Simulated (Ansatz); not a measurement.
Al2BAs3: rattling a relaxed structure

The cell was found from a structure generator's guess, not taken from experiment.

Computed with DFT PBE, scalar-relativistic, plane waves, PAW (Ansatz). Plane waves to 420 eV, a k mesh through Γ of 10×10×10 on the computed 6-atom cell and Gaussian smearing (0.02 eV); no spin polarisation.

The cell below (6 atoms, space group I-4m2 (No. 119)) is relaxed within its symmetry.

```
Al B As
1.0
    -1.89933    1.89933    8.37190
     1.89933   -1.89933    8.37190
     1.89933    1.89933   -8.37190
Al B As
2 1 3
Direct
  0.34017 0.34017 0.00000
  0.65983 0.65983 0.00000
  0.00000 0.00000 0.00000
  0.43187 0.93187 0.50000
  0.75000 0.25000 0.50000
  0.06813 0.56813 0.50000
```

For the test a repeat of it with 12 atoms (edges 5.37, 5.37, 8.79 Å) was strained at random (σ = 1.5 % a component), the atoms were moved at random (σ = 0.05 Å), and all was relaxed again on a coarse 4×4×4 mesh (in the run’s order of axes) with 0.10 eV smearing, with no symmetry imposed.

**Question.** What happens?

**Answer.** It returns, within 1 meV/atom of the unmoved cell on that mesh and with the same symmetry when read at 0.1 Å. No instability shows in this cell; modes of other wave vectors, which need another repeat, aren't tested.
